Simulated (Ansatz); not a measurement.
Te$_{2}$Rh:
```
Te2Rh
1.0
    6.38887     0.00000     0.00000
    0.00000     6.38887     0.00000
    0.00000     0.00000     6.38887
Rh Te
4 8
Direct
  0.00000   0.00000   0.00000
  0.50000   0.00000   0.50000
  0.50000   0.50000   0.00000
  0.00000   0.50000   0.50000
  0.36722   0.36722   0.36722
  0.13278   0.63278   0.86722
  0.86722   0.13278   0.63278
  0.63278   0.86722   0.13278
  0.63278   0.63278   0.63278
  0.86722   0.36722   0.13278
  0.13278   0.86722   0.36722
  0.36722   0.13278   0.86722
```

Relaxed with LDA. Special points in fractions of this cell's reciprocal vectors: Γ (0.000, 0.000, 0.000); X (0.000, 0.500, 0.000); M (0.500, 0.500, 0.000); R (0.500, 0.500, 0.500); X1 (0.500, 0.000, 0.000).

### Question
List the band energies nearest the Fermi level at these points for the program Ansatz at the LDA level (PAW).

### Answer
In eV from the Fermi level; about four levels below and three above (degenerate sets whole), none deeper than 8.9 eV; points with the same levels are listed once.

| k | below | above |
|---|---|---|
| Γ | -1.26 -0.49 -0.49 -0.49 | 1.69 1.69 1.69 |
| X | -1.64 -1.64 -0.15 -0.15 | 0.18 0.18 1.00 1.00 |
| M | -1.67 -1.67 -1.67 -1.67 | 0.22 0.22 0.22 0.22 |
| R | -0.46 -0.46 -0.46 -0.46 | 1.34 1.34 1.34 1.34 |

Space group Pa-3. The workflow started from an entry of the Crystallography Open Database (COD), which files this formula under 2 space groups. Its standing as an ambient phase is unchecked. Symmetry was held in the LDA relaxation; of distortions, only those at the zone centre were tested. No spin polarisation was allowed. Spin–orbit coupling is left out wherever it is not named.

Potentials: the later of the program's two PAW sets.
